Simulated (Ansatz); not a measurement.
The elements of this relaxed trial crystal are hidden behind letters.

```
lattice vectors (Å)
  -2.0448    2.0448    8.6243
   2.0448   -2.0448    8.6243
   2.0448    2.0448   -8.6243
fractional positions
X 0.8309 0.8309 0.0000
X 0.1691 0.1691 0.0000
Z 0.5000 0.5000 0.0000
Q 0.5890 0.0890 0.5000
Q 0.2500 0.7500 0.5000
Q 0.9110 0.4110 0.5000
```

Theory: Ansatz, DFT PBE, scalar-relativistic, plane waves, PAW. Settings of the last relaxation (6-atom cell): 420 eV, 10×10×10 k points, Gaussian smearing of 0.02 eV, no spin polarisation.

* Space group: I-4m2 (No. 119)
* Conventional cell: a = 4.090 Å, c = 17.249 Å
* Volume per atom: 24.04 Å³
* Density: 2.96 g/cm³
* Energy over the elements: −1.171 eV/atom
* Gap on the 10×10×10 mesh of the 6-atom cell: 2.38 eV

Energies are uncorrected and count from the elements' standard states at the same level.

**Question.** X is an s-block element of period 3, Z is a d-block element of period 5 and Q is a p-block element of period 3. Which elements are they?

**Answer.** X = Mg, Z = Cd, Q = S, so the formula is Mg2CdS3. Density times volume gives a mean mass of 2.96 × 24.04/1.6605 = 42.9 u per atom, and this set has 42.9 u. Around Mg lie 4 S at 2.47–2.48 Å; Cd has 4 S at 2.56 Å; around S on a site of symmetry 2mm lie 2 Mg at 2.47 Å and 2 Cd at 2.56 Å; 1 more site not described. Other sets within the hints have nearly the same mass, so mass alone doesn't settle it; this one was computed.

Kohn–Sham gaps at this level usually fall short of measured ones. A later test with randomly moved atoms came back to the same energy, though modes that don't fit the test's cell weren't probed.
